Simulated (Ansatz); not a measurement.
Here is the system:

GaO:
```yaml
crystal:
  lattice:
    - [3.07554, 0.00000, 0.00000]
    - [-1.53777, 2.66350, 0.00000]
    - [0.00000, 0.00000, 12.40293]
  atoms:
    - { symbol: Ga, position: [0.33333, 0.66667, 0.15035] }
    - { symbol: Ga, position: [0.66667, 0.33333, 0.65035] }
    - { symbol: Ga, position: [0.66667, 0.33333, 0.84965] }
    - { symbol: Ga, position: [0.33333, 0.66667, 0.34965] }
    - { symbol: O, position: [0.33333, 0.66667, 0.59457] }
    - { symbol: O, position: [0.66667, 0.33333, 0.09457] }
    - { symbol: O, position: [0.66667, 0.33333, 0.40543] }
    - { symbol: O, position: [0.33333, 0.66667, 0.90543] }
```

This is the r²SCAN+D4-relaxed structure. Cartesian axes are those of the cell as given.

Q: All from r²SCAN+D4 in the plane-wave PAW code Ansatz, unless another level is named. Predict the formation energy from the elements (no fitted shifts).

A: -1.60 eV/atom.

Q: Next, the hole effective mass with spin–orbit coupling?

A: 0.17 along z (mₑ).

Q: And the HSE06 gap on the r²SCAN+D4 cell?

A: 2.27 eV.

Q: And the valence-band maximum?

A: at Γ.

Space group P6_3/mmc. The start of the workflow was typed in or built on a structure type; neither database checked (COD, Materials Project) lists it. Whether it is the stable phase at ambient conditions was not checked. The cell was relaxed with r²SCAN+D4 under the symmetry of its start; whether a distortion lowers the energy is not shown. The references are the lowest solids computed at this level, not always the standard phases (solids in place of the gases). Scalar-relativistic: spin–orbit coupling is off unless named, which matters more the heavier the elements.

Potentials: the earlier of the program's two PAW sets.
